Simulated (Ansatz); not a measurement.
Values for one crystal, relaxed and computed with the program Ansatz at the PBE level (PAW); other levels are named.

```yaml
volume_per_atom: 24.63 Å³
electronic_character: metallic (no gap)
mechanical_stability: stable (all eigenvalues of C positive)
Poisson's ratio: 0.26
Young's modulus: 79.6 GPa
Pressure derivative B′: 3.3
Elastic constants (relaxed ions, GPa): C11 = 98.5, C12 = 38.0, C13 = 29.0, C33 = 100, C44 = 30.9
```

Question: Which of these materials gives this?
A) Sn, β-Sn type
B) Sc, hcp (Mg type)
C) Nb, bcc (W type)
D) Ta, bcc (W type)

Answer: B, Sc, hcp (Mg type)

Space group P6_3/mmc (hcp (Mg type)). The PBE relaxation kept the symmetry of its start. No spin polarisation was allowed. As this level gives no gap, shear constants depend on the k-mesh and smearing (Fermi–Dirac, 0.1 eV here). On the denser mesh and wider smearing of the elastic run this cell carries a stress of 0.4 GPa.

Potentials: the later of the program's two PAW sets.
